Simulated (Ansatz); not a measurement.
ZnBr2:
```
CELL_PARAMETERS angstrom
      1.86924     1.07920     6.29080
     -1.86924     1.07920     6.29080
      0.00000    -2.15841     6.29080
ATOMIC_POSITIONS crystal
  Zn 0.00000 0.00000 0.00000
  Br 0.25526 0.25526 0.25526
  Br 0.74474 0.74474 0.74474
```

Relaxed with r²SCAN+D4. Special points in fractions of this cell's reciprocal vectors: Γ (0.000, 0.000, 0.000); T (0.500, 0.500, 0.500); H2 (0.814, 0.186, 0.500); H0 (0.500, -0.186, 0.186); L (0.500, 0.000, 0.000); S0 (0.343, -0.343, 0.000); S2 (0.657, 0.000, 0.343); F (0.500, 0.000, 0.500).

**Question.** List the band energies nearest the valence-band maximum at these points for DFT-r²SCAN+D4 in the program Ansatz with PAW potentials.

**Answer.** In eV from the valence-band maximum; about four levels below and three above (degenerate sets whole), none deeper than 8.9 eV; points with the same levels are listed once.

```json
[
 {"k": "Γ", "below": "-0.33 -0.33 -0.26 -0.12 -0.12", "above": "3.92 6.21 8.53 8.53"},
 {"k": "T", "below": "-0.41 -0.41 -0.04 -0.04", "above": "5.03 6.29 8.68 8.68"},
 {"k": "H2", "below": "-2.70 -2.26 -0.68 -0.62", "above": "4.83 7.66 8.81"},
 {"k": "L", "below": "-1.89 -1.60 -0.88 -0.36", "above": "4.33 7.18 8.97"},
 {"k": "S0", "below": "-2.84 -2.30 -0.69 -0.63", "above": "4.85 7.87 8.67"},
 {"k": "F", "below": "-1.72 -1.61 -0.18 -0.17", "above": "3.72 6.64 7.97"}
]
```

Space group R-3m. The workflow started from an entry of the Crystallography Open Database (COD), which files this formula under 2 space groups. Its standing as an ambient phase is unchecked. Symmetry was held in the r²SCAN+D4 relaxation; its stability against distortions is not shown here. Spin–orbit coupling is left out wherever it is not named.

Potentials: the later of the program's two PAW sets.
